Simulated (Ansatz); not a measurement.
MoPd (rock salt, Fm-3m) at seven volumes, PBE in the plane-wave PAW code Ansatz, scaled uniformly. One row is withheld.

| V (Å³/atom) | P (GPa) |
|---|---|
| 16.120 | 20.07 |
| 16.651 | 12.20 |
| 17.183 | 5.58 |
| 17.714 | 0.00 |
| 18.246 | ? |
| 18.777 | -8.63 |
| 19.309 | -11.94 |

Fit the shown pressures and predict the withheld one.

Third-order Birch–Murnaghan: P = (3/2)B₀(x^(7/2) − x^(5/2))[1 + (3/4)(B′ − 4)(x − 1)] with x = (V₀/V)^(2/3). Least squares on the six rows gives V₀ = 17.715 Å³/atom, B₀ = 170.0 GPa, B′ = 4.75. At V = 18.246, x = 0.9805 and P = -4.68 GPa. The run itself gave -4.69 GPa.

The start of the workflow was typed in or built on a structure type; neither database checked (COD, Materials Project) lists it. Its standing as an ambient phase is unchecked. The cell was relaxed with PBE under the symmetry of its start; its stability against distortions is not shown here. No spin polarisation was allowed. The volume moved by 17 % from the start of the relaxation. Its formation energy is positive at this level, so the cell may be metastable or incomplete.

Potentials: the later of the program's two PAW sets.
